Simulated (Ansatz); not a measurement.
How ScPt (Pm-3m) stiffens under pressure

```xyz
2
Lattice="3.2603 0.0000 0.0000 0.0000 3.2603 0.0000 0.0000 0.0000 3.2603" Properties=species:S:1:pos:R:3 pbc="T T T"
Sc    1.6301    1.6301    1.6301
Pt    0.0000    0.0000    0.0000
```

This is the zero-pressure cell. At each pressure cell and atoms are relaxed in this structure, and the constants are slopes of the stress at strains of ±0.005 with relaxed ions (the coefficients that govern stability under load). Level: PBEsol, PAW on Ansatz 0.2.0's default frozen-core files (fitted under PBE), scalar-relativistic; k mesh 14×14×14, strains of ±0.005, Fermi-Dirac smearing of 0.100 eV, cutoff 420 eV. P is the pressure of the relaxed cell, less that of this one.

```
P (GPa)    V/V₀  C11 (GPa)  C12 (GPa)  C44 (GPa)
   0.00  1.0000      203.1      125.5       58.8
   1.02  0.9934      207.6      129.9       60.4
   2.04       ?          ?          ?          ?
   4.04  0.9751      220.2      143.0       65.0
   7.03  0.9586      231.9      155.8       69.5
  10.05  0.9432      243.1      168.7       73.8
  15.05  0.9203      260.3      189.9       80.8
```

Q: Does the bulk modulus from the constants agree with the pressure-volume curve?

A: A third-order Birch-Murnaghan fit to the volumes shown (F against f, f = [(V₀/V)^(2/3) − 1]/2) gives B₀ = 151.5 GPa and B′ = 4.3. Its −V dP/dV stands beside (C11 + 2C12)/3:

```csv
P (GPa),from P(V),from the constants
0.00,151.5,151.4
1.02,155.8,155.8
4.04,168.7,168.7
7.03,181.1,181.2
10.05,193.6,193.5
15.05,213.8,213.4
```

Q: What are the pressure derivatives at zero pressure?

A: Slopes at V₀ of quadratic fits in −ln(V/V₀) through the first four rows shown, divided by B₀: dC11/dP = 4.4, dC12/dP = 4.4, dC44/dP = 1.6. The mean slopes up to 4.0 GPa are 4.2, 4.3, 1.5; curvature and scatter of the constants part the two. The combination (dC11/dP + 2 dC12/dP)/3 = 4.4 stands against B′.

Q: Fill the row at 2.04 GPa.

A: Cubic fits in −ln(V/V₀) through all rows shown give C11 = 211.9, C12 = 134.4, C44 = 62.0 GPa. Computed: V/V₀ = 0.9870, C11 (GPa) = 211.9, C12 (GPa) = 134.4, C44 (GPa) = 62.0.

Q: Does a shear stiffness soften?

A: C44 goes from 58.8 to 80.8 GPa; (C11 − C12)/2 goes from 38.8 to 35.2 GPa. (C11 − C12)/2 softens under pressure, though the lattice stays mechanically stable over this range.

Caveats: no other phase was computed; many crystals of this kind change structure within this range, and rows or crossings beyond such a change describe a metastable lattice; frozen-core PAW files fitted under PBE, their cores solved anew for the functional of the run; responses of metals move with mesh and smearing; no spin-orbit coupling on heavy atoms; phonons weren't checked at these pressures.
